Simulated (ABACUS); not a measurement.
Consider a self-consistent single point of CdSe (P6_3mc, 4 atoms in the cell; from Materials Project mp-1070).

```yaml
crystal:
  lattice:
    - [4.34609, 0.00000, 0.00000]
    - [-2.17305, 3.76382, 0.00000]
    - [0.00000, 0.00000, 7.08984]
  atoms:
    - { symbol: Cd, position: [0.66667, 0.33333, 0.49995] }
    - { symbol: Cd, position: [0.33333, 0.66667, 0.99995] }
    - { symbol: Se, position: [0.66667, 0.33333, 0.87591] }
    - { symbol: Se, position: [0.33333, 0.66667, 0.37591] }
```

Level of theory: PBE, numerical atomic orbitals DZP (confined pseudo-atomic orbitals; energy shift 0.01 Ry), PseudoDojo 0.5 standard norm-conserving PBE (tails mended) pseudopotentials (ABACUS).

ABACUS settings:

| setting | value |
|---|---|
| basis | DZP numerical atomic orbitals, energy shift 0.01 Ry |
| KPT | MP 5 5 3 0 0 0 |
| basis_type | lcao |
| ecutwfc | 100 Ry |
| smearing_method | fd |
| smearing_sigma | 0.000734986 Ry |
| potentials | PseudoDojo 0.5 standard norm-conserving PBE (tails mended) |
| symmetry | 1 |
| symmetry_prec | 1e-05 |
| ks_solver | genelpa |
| scf_nmax | 100 |
| scf_thr | 1.0e-07 |
| mixing_type | broyden |
| mixing_beta | 0.7 |

Results:

```
Property                                                   Value
------------------------------------------------  --------------
Number of valence electrons                                   72
Number of bands                                               46
Number of k-points after the program's reduction              10
Size of the basis                                             74
Number of SCF iterations                                       9
Free energy E − TS                                -16136.5924 eV
```

The atom-centred basis is finite, which shifts total energies against plane waves. Forces and stress are left out: the polarisation orbitals used for some of these elements are too diffuse to give them reliably, and gaps can carry the same lack. The structure comes from a collection of computed structures, made at another level of theory; the collection holds predicted forms beside known ones.

Cost on one core: about 17 core-seconds (a rough figure).

The atomic orbitals were generated for these runs; they are not ABACUS's published sets and were checked against plane waves on a few crystals only.

“Tails mended”: in these copies of the files the far tail of each local potential was reset to the Coulomb form.
